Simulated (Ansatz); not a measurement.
**EuSb, relaxed from a wurtzite start to space group P6_3/mmc (read at 0.02 Å)**

Method: PBE+U (U_eff = 6 eV on Eu 4f), scalar-relativistic; collinear spin; PAW, 420 eV, Γ-centred 6×6×6 mesh, 0.05 eV Gaussian smearing; code Ansatz; PAW files: Ansatz's generated set soft_2.

```yaml
crystal:
  lattice:
    - [5.69747, 0.00000, 0.00000]
    - [-2.84874, 4.93415, 0.00000]
    - [0.00000, 0.00000, 6.45459]
  atoms:
    - { symbol: Eu, position: [0.66667, 0.33333, 0.06260] }
    - { symbol: Eu, position: [0.33333, 0.66667, 0.56260] }
    - { symbol: Sb, position: [0.66667, 0.33333, 0.56260] }
    - { symbol: Sb, position: [0.33333, 0.66667, 0.06260] }
```

The start was a prototype's sites filled with these elements, not a measured cell.

The geometry is fixed. Moments are started on Eu in several ways. Signs follow the order of those atoms.

The starts:
- ferromagnetic
- no spin polarisation
- antiferromagnetic in the cell, signs +-

(1) Which start ends lowest?

Answer:

(1) Lowest: antiferromagnetic in the cell, signs +-.

```json
{"start": "ferromagnetic", "largest typed moment (μB)": "7.60*", "ΔE (meV/atom)": "0.0", "gap on the mesh (eV)": "metal", "P (GPa)": "0.0", "final spin moments (μB)": "Eu 6.91"}
{"start": "no spin polarisation", "largest typed moment (μB)": "0.00", "ΔE (meV/atom)": "3967.2", "gap on the mesh (eV)": "metal", "P (GPa)": "-4.5", "final spin moments (μB)": "none"}
{"start": "antiferromagnetic in the cell, signs +-", "largest typed moment (μB)": "6.00*", "ΔE (meV/atom)": "-5.5", "gap on the mesh (eV)": "metal", "P (GPa)": "-0.1", "final spin moments (μB)": "Eu 6.93, -6.93"}
```

A star marks runs that didn't start from the typed moments alone: they went on from the state of an earlier run.

One antiparallel order alone stands against the parallel one, so the ranking is far from complete.

The row without spin polarisation prices the pairing of the open shell's electrons, in one of several fillings that the shell can take under U, not a magnetic ordering energy.

Only orders that fit these small cells were tried, so the real crystal's order may be another.

Spin–orbit coupling is left out. Site moments are of spin, integrated over atomic spheres. A U of this size is made for insulators; in a metal, as here, it tends to take f weight out of the bonding and to swell the cell.
